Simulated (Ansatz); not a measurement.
Ni$_{5}$Ge$_{3}$:
```xyz
16
Lattice="5.3620 3.3375 0.0000 -5.3620 3.3375 0.0000 -3.2447 0.0000 5.4115" Properties=species:S:1:pos:R:3 pbc="T T T"
Ni    -1.3126     4.9623     3.4941
Ni    -1.9322     1.7128     1.9174
Ni    -3.5545     4.9623     4.6232
Ni     0.3098     1.7128     0.7884
Ni     2.6810     1.6688     0.0000
Ni    -4.3034     1.6688     2.7058
Ni    -3.7778     2.7615     0.4645
Ni     0.5330     3.9136     4.9470
Ni     2.1554     2.7615     2.2412
Ni    -5.4001     3.9136     3.1703
Ge    -0.8112     5.9835     1.3529
Ge    -2.4335     0.6916     4.0586
Ge    -4.7067     2.8946     5.1475
Ge     1.4620     3.7805     0.2640
Ge    -0.1604     2.8946     2.9698
Ge    -3.0843     3.7805     2.4418
```

Relaxed with r²SCAN. Special points in fractions of this cell's reciprocal vectors: Γ (0.000, 0.000, 0.000); C (0.382, 0.382, 0.000); C2 (-0.382, 0.618, 0.000); Y2 (-0.500, 0.500, 0.000); M2 (-0.500, 0.500, 0.500); D (-0.267, 0.733, 0.500); D2 (0.267, 0.267, 0.500); A (0.000, 0.000, 0.500); L2 (0.000, 0.500, 0.500); V2 (0.000, 0.500, 0.000).

Problem. List the band energies nearest the Fermi level at these points for the program Ansatz at the r²SCAN level (PAW).

Solution. In eV from the Fermi level; about four levels below and three above (degenerate sets whole), none deeper than 8.9 eV; points with the same levels are listed once.

| k | below | above |
|---|---|---|
| Γ | -0.29 -0.27 -0.14 -0.11 | 0.10 2.73 2.98 |
| C | -0.61 -0.45 -0.40 -0.18 | 0.17 0.25 0.54 |
| Y2 | -0.82 -0.79 -0.22 -0.18 | 0.04 0.09 0.56 |
| M2 | -1.16 -1.16 -0.82 -0.82 | 0.07 0.07 0.18 0.18 |
| D | -0.70 -0.70 -0.32 -0.32 | 0.40 0.40 1.24 1.24 |
| A | -0.66 -0.66 -0.14 -0.14 | 0.16 0.16 0.98 0.98 |
| L2 | -0.91 -0.73 -0.43 -0.39 | 0.27 0.30 0.47 |
| V2 | -0.73 -0.47 -0.26 -0.17 | 0.15 0.20 0.89 |

Space group C2/c. The workflow started from a Materials Project entry (that database holds measured and hypothetical structures alike); the Crystallography Open Database copy checked does not list it. Whether it is the stable phase at ambient conditions was not checked. Symmetry was held in the r²SCAN relaxation; its stability against distortions is not shown here. No spin polarisation was allowed. Scalar-relativistic: spin–orbit coupling is off unless named, which matters more the heavier the elements.

Potentials: the later of the program's two PAW sets.
